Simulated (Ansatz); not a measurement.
## Bi2Se3: field gradients at two levels of theory

Cell: a COD entry whose atoms were relaxed with PBE, the cell held.

```
Bi Se
1.0
     2.07150    1.19598    9.54533
    -2.07150    1.19598    9.54533
     0.00000   -2.39196    9.54533
Bi Se
2 3
Direct
  0.40061 0.40061 0.40061
  0.59939 0.59939 0.59939
  0.00000 0.00000 0.00000
  0.21115 0.21115 0.21115
  0.78885 0.78885 0.78885
```

Atoms are numbered from 1 in the order listed; like atoms form one site, named after its first atom.

First run. All values are calculated (Ansatz; DFT, PBE, plane waves and PAW, scalar-relativistic, 420 eV cutoff, Γ-centred 9×9×9 k-points, Fermi–Dirac smearing 0.02 eV), not measured.

```json
{"site": "Bi", "atom": "1", "V_zz (10²¹ V/m²)": "0.67", "η": "0.00"}
{"site": "Se3", "atom": "3", "V_zz (10²¹ V/m²)": "7.30", "η": "0.00"}
{"site": "Se4", "atom": "4", "V_zz (10²¹ V/m²)": "-1.25", "η": "0.00"}
```

Second run. The same atoms and settings, except that the functional is r2SCAN and the cutoff is 500 eV.

(1) What does the second run give?

Answers

(1) 

| site | atom | V_zz | η | change of V_zz |
| --- | --- | --- | --- | --- |
| Bi | 1 | 1.31 | 0.00 | +0.64 |
| Se3 | 3 | 7.32 | 0.00 | +0.02 |
| Se4 | 4 | -2.02 | 0.00 | -0.77 |

The largest change of V_zz is on Se4, from -1.25 to -2.02. In per cent, |V_zz| changes by +96 on Bi, 0 to +61 on Se (all sites that start above 0.5).

Spin–orbit coupling is left out, which shifts gradients on Bi by a few per cent in wide-gap crystals, and can shift them far more where the calculated gap is small or absent, as here.
For the first run: With a gap of 0.2 eV on this mesh, small gradients can still move by 0.1 × 10²¹ V/m² or more as the k-mesh gets denser.
For the second run: With a gap of 0.5 eV on this mesh, the gradients can still move by some per cent as the k-mesh gets denser.
